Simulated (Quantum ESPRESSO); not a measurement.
# Ru3Au3HfPd: finding a planted mistake in a log

A calculation, not a measurement. The program is pw.x of Quantum ESPRESSO 7.5 (plane-wave density functional theory). The cell is made up: eight metal atoms on a hexagonal close-packed lattice, with elements, volume, strain and displacements drawn at random and not relaxed, so it may be unstable or far from any real phase. PseudoDojo standard norm-conserving files set the functional (PBE unless stated); there is no spin polarisation or spin-orbit coupling, the Fermi-Dirac width of 0.25 eV means electrons at about 2900 K, and the masses in the input are unused placeholders. Heavy elements are run without spin-orbit coupling, which real alloys of them have. A spin test at this wide smearing found no moment, but such smearing suppresses magnetism that the real alloy may have.

Intended input:

```
&control calculation='scf', pseudo_dir='./dojo.nc.sr.pbe.v0_5.standard.upf', outdir='./o', disk_io='minimal', tprnfor=.true., tstress=.true. /
&system ibrav=0, nat=8, ntyp=4, nbnd=82, ecutwfc=84.00895049, nosym=.true., tot_charge=0,
 occupations='smearing', smearing='fd', degauss=0.0183746611
/
&electrons conv_thr=1.470e-08, electron_maxstep=70, mixing_beta=0.5 /
ATOMIC_SPECIES
Au 1.0 Au.upf
Hf 1.0 Hf.upf
Pd 1.0 Pd.upf
Ru 1.0 Ru.upf
CELL_PARAMETERS angstrom
0.0122 4.9358 -0.0225
2.9227 -0.0143 4.6405
2.8229 0.0283 -4.5796
ATOMIC_POSITIONS angstrom
Ru -0.0427 -0.0343 0.0641
Ru 2.8548 0.0608 0.0641
Au 2.8571 1.7081 -2.2932
Au 2.8866 1.7154 2.3459
Hf 1.4415 2.4944 0.1184
Ru 4.304 2.4544 0.0013
Pd 1.3868 4.0909 -2.3208
Au 1.4002 4.113 2.2994
K_POINTS automatic
5 5 5 1 1 1
```

The log is shortened where brackets say so; the opening notice, blank lines, dates and the lines on written files are dropped, and the path of the files is cut. It prints rydbergs, bohrs and kilobars, and counts compression as positive stress. Its total energy is the free energy E - TS of the whole cell.

Log of the intended run:

```
     Program PWSCF v.7.5
     Parallel version (MPI & OpenMP), running on       4 processor cores
     Number of MPI processes:                 4
     Threads/MPI process:                     1
     [start-up lines left out]
     bravais-lattice index     =            0
     lattice parameter (alat)  =       9.3274  a.u.
     unit-cell volume          =     882.1318 (a.u.)^3
     number of atoms/cell      =            8
     number of atomic types    =            4
     number of electrons       =       135.00
     number of Kohn-Sham states=           82
     kinetic-energy cutoff     =      84.0090  Ry
     charge density cutoff     =     336.0358  Ry
     scf convergence threshold =      1.5E-08
     mixing beta               =       0.5000
     number of iterations used =            8  plain     mixing
     Exchange-correlation= PBE
                           (   1   4   3   4   0   0   0)
     [axes and pseudopotential details left out]
   Cartesian axes
     site n.     atom                  positions (alat units)
         1        Ru     tau(   1) = (  -0.0086510  -0.0069491   0.0129866  )
         2        Ru     tau(   2) = (   0.5783787   0.0123180   0.0129866  )
         3        Au     tau(   3) = (   0.5788447   0.3460588  -0.4645993  )
         4        Au     tau(   4) = (   0.5848213   0.3475378   0.4752762  )
         5        Hf     tau(   5) = (   0.2920460   0.5053621   0.0239877  )
         6        Ru     tau(   6) = (   0.8719847   0.4972582   0.0002634  )
         7        Pd     tau(   7) = (   0.2809638   0.8288109  -0.4701910  )
         8        Au     tau(   8) = (   0.2836787   0.8332884   0.4658554  )
     number of k points=    63  Fermi-Dirac smearing, width (Ry)=  0.0184
                       cart. coord. in units 2pi/alat
        k(    1) = (   0.1715860   0.0995709  -0.0013972), wk =   0.0320000
        k(    2) = (   0.3445568   0.0986467  -0.1103413), wk =   0.0320000
     [further k points left out]
     Dense  grid:    91809 G-vectors     FFT dimensions: (  60,  64,  60)
     Estimated max dynamical RAM per process >     410.69 MB
     Estimated total dynamical RAM >       1.54 GB
     Initial potential from superposition of free atoms
     starting charge     134.9953, renormalised to     135.0000
     Starting wfcs are   79 randomized atomic wfcs +    3 random wfcs
     total cpu time spent up to now is        6.0 secs
     per-process dynamical memory:   326.3 Mb
     Self-consistent Calculation
     iteration #  1     ecut=    84.01 Ry     beta= 0.50
     Davidson diagonalization with overlap
     ethr =  1.00E-02,  avg # of iterations =  3.0
     total cpu time spent up to now is       22.1 secs
     total energy              =   -1874.26502664 Ry
     estimated scf accuracy    <       8.47207832 Ry
     iteration #  2     ecut=    84.01 Ry     beta= 0.50
     Davidson diagonalization with overlap
     ethr =  6.28E-03,  avg # of iterations =  3.0
     total cpu time spent up to now is       38.8 secs
     total energy              =   -1877.35414604 Ry
     estimated scf accuracy    <      27.82045662 Ry
     [iterations 3 to 16 left out]
     iteration # 17     ecut=    84.01 Ry     beta= 0.50
     Davidson diagonalization with overlap
     ethr =  2.41E-11,  avg # of iterations =  2.0
     total cpu time spent up to now is      245.8 secs
     total energy              =   -1879.49429556 Ry
     estimated scf accuracy    <       0.00000002 Ry
     iteration # 18     ecut=    84.01 Ry     beta= 0.50
     Davidson diagonalization with overlap
     ethr =  1.54E-11,  avg # of iterations =  1.0
     total cpu time spent up to now is      258.0 secs
     End of self-consistent calculation
     [lines on levels left out]
!    total energy              =   -1879.49429556 Ry
     estimated scf accuracy    <          9.5E-10 Ry
     smearing contrib. (-TS)   =      -0.12834181 Ry
     internal energy E=F+TS    =   -1879.36595375 Ry
     The total energy is F=E-TS. E is the sum of the following terms:
     one-electron contribution =    -501.24307334 Ry
     hartree contribution      =     332.06299189 Ry
     xc contribution           =    -329.52519961 Ry
     ewald contribution        =   -1380.66067269 Ry
     convergence has been achieved in  18 iterations
     Forces acting on atoms (cartesian axes, Ry/au):
     atom    1 type  4   force =    -0.01298719    0.00352181   -0.02307039
     atom    2 type  4   force =     0.00856527   -0.01228541   -0.00363320
     atom    3 type  1   force =    -0.03397655   -0.03379718    0.01875624
     atom    4 type  1   force =     0.02595591   -0.04016592    0.01184922
     atom    5 type  2   force =     0.00185359    0.00569139   -0.06625243
     atom    6 type  4   force =    -0.00060963    0.01230192    0.02430239
     atom    7 type  3   force =    -0.00553157    0.02472848    0.01127247
     atom    8 type  1   force =     0.01673018    0.04000491    0.02677571
     Total force =     0.120667     Total SCF correction =     0.000160
     Computing stress (Cartesian axis) and pressure
          total   stress  (Ry/bohr**3)                   (kbar)     P=       13.00
  -0.00006949  -0.00001170  -0.00009847          -10.22       -1.72      -14.48
  -0.00001170  -0.00003500   0.00005090           -1.72       -5.15        7.49
  -0.00009847   0.00005090   0.00036959          -14.48        7.49       54.37
     init_run     :      5.55s CPU      5.87s WALL (       1 calls)
     electrons    :    245.35s CPU    252.04s WALL (       1 calls)
     forces       :      2.40s CPU      2.41s WALL (       1 calls)
     stress       :      8.10s CPU      8.13s WALL (       1 calls)
     [timing details left out]
     PWSCF        :   4m21.56s CPU   4m28.64s WALL
     JOB DONE.
```

A second run was made from an input with one planted mistake. Its log:

```
     Program PWSCF v.7.5
     Parallel version (MPI & OpenMP), running on       4 processor cores
     Number of MPI processes:                 4
     Threads/MPI process:                     1
     [start-up lines left out]
     bravais-lattice index     =            0
     lattice parameter (alat)  =       9.3274  a.u.
     unit-cell volume          =     882.1318 (a.u.)^3
     number of atoms/cell      =            8
     number of atomic types    =            4
     number of electrons       =       135.00
     number of Kohn-Sham states=           82
     kinetic-energy cutoff     =      84.0090  Ry
     charge density cutoff     =     336.0358  Ry
     scf convergence threshold =      1.5E-08
     mixing beta               =       0.5000
     number of iterations used =            8  plain     mixing
     Exchange-correlation= SLA  PW   NOGX NOGC
                           (   1   4   0   0   0   0   0)
     [axes and pseudopotential details left out]
   Cartesian axes
     site n.     atom                  positions (alat units)
         1        Ru     tau(   1) = (  -0.0086510  -0.0069491   0.0129866  )
         2        Ru     tau(   2) = (   0.5783787   0.0123180   0.0129866  )
         3        Au     tau(   3) = (   0.5788447   0.3460588  -0.4645993  )
         4        Au     tau(   4) = (   0.5848213   0.3475378   0.4752762  )
         5        Hf     tau(   5) = (   0.2920460   0.5053621   0.0239877  )
         6        Ru     tau(   6) = (   0.8719847   0.4972582   0.0002634  )
         7        Pd     tau(   7) = (   0.2809638   0.8288109  -0.4701910  )
         8        Au     tau(   8) = (   0.2836787   0.8332884   0.4658554  )
     number of k points=    63  Fermi-Dirac smearing, width (Ry)=  0.0184
                       cart. coord. in units 2pi/alat
        k(    1) = (   0.1715860   0.0995709  -0.0013972), wk =   0.0320000
        k(    2) = (   0.3445568   0.0986467  -0.1103413), wk =   0.0320000
     [further k points left out]
     Dense  grid:    91809 G-vectors     FFT dimensions: (  60,  64,  60)
     Estimated max dynamical RAM per process >     410.69 MB
     Estimated total dynamical RAM >       1.54 GB
     Initial potential from superposition of free atoms
     starting charge     134.9965, renormalised to     135.0000
     Starting wfcs are   79 randomized atomic wfcs +    3 random wfcs
     total cpu time spent up to now is        5.7 secs
     per-process dynamical memory:   326.3 Mb
     Self-consistent Calculation
     iteration #  1     ecut=    84.01 Ry     beta= 0.50
     Davidson diagonalization with overlap
     ethr =  1.00E-02,  avg # of iterations =  3.0
     total cpu time spent up to now is       21.9 secs
     total energy              =   -1869.86724059 Ry
     estimated scf accuracy    <       8.23418348 Ry
     iteration #  2     ecut=    84.01 Ry     beta= 0.50
     Davidson diagonalization with overlap
     ethr =  6.10E-03,  avg # of iterations =  3.0
     total cpu time spent up to now is       40.6 secs
     total energy              =   -1872.87364270 Ry
     estimated scf accuracy    <      26.48966655 Ry
     [iterations 3 to 14 left out]
     iteration # 15     ecut=    84.01 Ry     beta= 0.50
     Davidson diagonalization with overlap
     ethr =  2.67E-10,  avg # of iterations =  2.0
     total cpu time spent up to now is      237.0 secs
     total energy              =   -1874.92651627 Ry
     estimated scf accuracy    <       0.00000126 Ry
     iteration # 16     ecut=    84.01 Ry     beta= 0.50
     Davidson diagonalization with overlap
     ethr =  2.67E-10,  avg # of iterations =  1.4
     total cpu time spent up to now is      250.6 secs
     End of self-consistent calculation
     [lines on levels left out]
!    total energy              =   -1874.92651634 Ry
     estimated scf accuracy    <          9.7E-09 Ry
     smearing contrib. (-TS)   =      -0.12865203 Ry
     internal energy E=F+TS    =   -1874.79786431 Ry
     The total energy is F=E-TS. E is the sum of the following terms:
     one-electron contribution =    -503.51438019 Ry
     hartree contribution      =     331.29962979 Ry
     xc contribution           =    -321.92244122 Ry
     ewald contribution        =   -1380.66067269 Ry
     convergence has been achieved in  16 iterations
     Forces acting on atoms (cartesian axes, Ry/au):
     atom    1 type  4   force =    -0.01176698    0.00176204   -0.01876424
     atom    2 type  4   force =     0.00771208   -0.01016509   -0.00211608
     atom    3 type  1   force =    -0.02916804   -0.02923652    0.01487684
     atom    4 type  1   force =     0.02228278   -0.03416525    0.00839241
     atom    5 type  2   force =     0.00159101    0.00629528   -0.05562721
     atom    6 type  4   force =    -0.00051507    0.01120308    0.02299169
     atom    7 type  3   force =    -0.00449170    0.02041432    0.00986131
     atom    8 type  1   force =     0.01435591    0.03389213    0.02038527
     Total force =     0.102066     Total SCF correction =     0.000321
     Computing stress (Cartesian axis) and pressure
          total   stress  (Ry/bohr**3)                   (kbar)     P=     -128.24
  -0.00101151  -0.00000611  -0.00008907         -148.80       -0.90      -13.10
  -0.00000611  -0.00097884   0.00004533           -0.90     -143.99        6.67
  -0.00008907   0.00004533  -0.00062483          -13.10        6.67      -91.92
     init_run     :      5.36s CPU      5.62s WALL (       1 calls)
     electrons    :    239.51s CPU    244.93s WALL (       1 calls)
     forces       :      2.36s CPU      2.38s WALL (       1 calls)
     stress       :      8.38s CPU      8.39s WALL (       1 calls)
     [timing details left out]
     PWSCF        :   4m15.73s CPU   4m21.45s WALL
     JOB DONE.
```

Question: the log repeats what the program read. Compare it with the intended run: what was wrong in the second input?

Answer: the files are those of another functional. The input lines that differ:

```
- &control calculation='scf', pseudo_dir='./dojo.nc.sr.pbe.v0_5.standard.upf', outdir='./o', disk_io='minimal', tprnfor=.true., tstress=.true. /
+ &control calculation='scf', pseudo_dir='./dojo.nc.sr.lda.v0_4_1.standard.upf', outdir='./o', disk_io='minimal', tprnfor=.true., tstress=.true. /
```

|  | intended run | run with the mistake |
| --- | --- | --- |
| free energy (eV) | -25571.823 | -25509.675 |
| entropy term -TS, part of it (eV) | -1.746 | -1.750 |
| pressure (GPa) | 1.30 | -12.82 |
| size of the largest force component (eV/Å) | 1.703 | 1.430 |
| largest change of a force component (eV/Å) |  | 0.273 |
| iterations | 18 | 16 |

For scale, a rerun of the intended cell at a higher cutoff and on a denser mesh moved values by no more than 0.008 eV in energy, 0.07 GPa in stress and 0.003 eV/Å in force, and a second program with other atomic files agreed on that cell to 2 % rms in force and 0.5 GPa in pressure. Files of another functional or element have another zero of energy, so the energy change says nothing on stability.